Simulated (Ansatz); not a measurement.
W (bcc, W type)

```yaml
crystal:
  lattice:
    - [-1.59176, 1.59176, 1.59176]
    - [1.59176, -1.59176, 1.59176]
    - [1.59176, 1.59176, -1.59176]
  atoms:
    - { symbol: W, position: [0.00000, 0.00000, 0.00000] }
```

E(V) scan at fixed shape, V₀ the volume above. Symmetry pins the atoms to their sites.

Calculation: PBE (plane waves to 420 eV, PAW, scalar-relativistic; Ansatz, a first-principles code). k mesh 20×20×20 (Γ-centred), Fermi-Dirac smearing 0.05 eV. E stands for the smeared free energy. Compression counts positive. Spin-orbit coupling is left out, though W is heavy. W is run without spin polarisation. W was relaxed with its symmetry unable to fall. ΔE is measured from the relaxed starting cell. The last digit holds for this mesh only.

```
V (Å³/atom)  ΔE (meV/atom)
-----------  -------------
14.519               183.8
14.922                98.7
15.326                42.0
15.729                10.0
16.132                 0.0
16.535                 9.2
16.939                35.2
17.342                76.0
17.745            withheld
```

Problem. Fit a third-order Birch-Murnaghan form (E₀, V₀, B₀, B₀′ free) to the given rows and predict ΔE at V = 17.745.

Solution. Least squares on the 8 given rows: ΔE = E₀ + (9V₀B₀/16)·y²·[2 + (B₀′ − 4)y], y = (V₀/V)^(2/3) − 1, with V₀ = 16.133 Å³/atom, B₀ = 304.3 GPa (160.2 GPa = 1 eV/Å³; the term in eV is multiplied by 1000), B₀′ = 4.16, E₀ = 0.03 meV/atom; root-mean-square residual 0.05 meV/atom. At 17.745 the fit gives 129.8 meV/atom; the calculation gives 129.6 meV/atom, so the extrapolation is off by 0.2 (+0.2 %). For the pressure the fit gives -23.8 GPa against the computed -23.6 GPa.

(Under strain, the slope of the energy per volume gives the stress and its curvature an elastic modulus.)
